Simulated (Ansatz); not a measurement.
## GaAg₂P: rattling a relaxed structure

The structure comes from a generated guess, relaxed at this level; another structure or a mixture of phases may lie lower.

Theory: DFT PBE, scalar-relativistic, plane waves, PAW (Ansatz). Cutoff 420 eV; k points 10×10×16 on the computed 4-atom cell (Γ-centred); Gaussian smearing, width 0.10 eV; no spin polarisation.

The cell below (4 atoms, space group P4/mmm (No. 123)) is relaxed within its symmetry.

```xyz
4
Lattice="5.0970 0.0000 0.0000 0.0000 5.0970 0.0000 0.0000 0.0000 2.8651" Properties=species:S:1:pos:R:3 pbc="T T T"
Ga    0.0000    0.0000    0.0000
Ag    2.5485    0.0000    1.4325
Ag    0.0000    2.5485    1.4325
P     2.5485    2.5485    1.4325
```

For the test a repeat of it with 8 atoms (edges 5.10, 5.10, 5.73 Å) was strained at random (σ = 1.5 % a component), the atoms were moved at random (σ = 0.05 Å), and all was relaxed again on a coarse 4×4×4 mesh (in the run’s order of axes) with 0.20 eV smearing, with no symmetry imposed.

Q: Does it come back?

A: It doesn't return. The energy falls by 159 meV/atom on that mesh, the volume changes by 1.0 %, and the end has space group Cmmm (No. 65) at a loose tolerance. Relaxed again on an 8×8×6 mesh with 0.10 eV smearing, the new structure lies 142 meV/atom below the first (mesh in the axes of the run's cell; the cell below is made exact in the group named). Space group Cmmm (No. 65), orthorhombic, a = 5.901 Å, b = 8.267 Å, c = 6.116 Å. Ga on its first site has 8 Ag at 2.98 Å, 2 Ga at 3.06 Å and 4 P at 3.15 Å; Ga on its second site has 8 Ag at 2.95 Å, 2 Ga at 3.06 Å and 4 P at 3.54 Å; Ag is surrounded by 2 P at 2.58 Å, 4 Ga at 2.95–2.98 Å and 4 Ag at 2.95–3.13 Å; around P lie 1 P at 2.22 Å, 4 Ag at 2.58 Å, 2 Ga at 3.15 Å and 2 Ga at 3.54 Å.

```
Ga Ag P
1.0
     2.95041   -4.13364    0.00000
     2.95041    4.13364    0.00000
     0.00000    0.00000    6.11556
Ga Ag P
2 4 2
Direct
  0.00000 0.00000 0.50000
  0.00000 0.00000 0.00000
  0.00000 0.50000 0.75550
  0.00000 0.50000 0.24450
  0.50000 0.00000 0.75550
  0.50000 0.00000 0.24450
  0.50000 0.50000 0.68136
  0.50000 0.50000 0.31864
```
